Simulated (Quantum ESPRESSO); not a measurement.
AlN is modelled in the hexagonal space group P6₃mc (No. 186), the wurtzite structure, Pearson symbol hP4. Conventional cell: a = b = 3.0913 Å, c = 4.9479 Å, α = β = 90.00°, γ = 120.00°. N on 2b has 4 Al at 1.878–1.890 Å (tetrahedral). Al on 2b sees 4 N at 1.878–1.890 Å (tetrahedral). (Neighbours: up to the widest gap in distance over summed covalent radii, below 1.35, at either atom; cation-cation contacts left out.)

The PBEsol cell relaxed from Materials Project entry mp-661 was given an isotropic strain of -0.7 % on all lattice vectors, and the atoms were relaxed again.

What does PBEsol (Quantum ESPRESSO, PseudoDojo norm-conserving, 84 Ry, without SOC) give for the electronic structure near the Fermi level?

The PBEsol gap is direct, 4.29 eV at Γ.
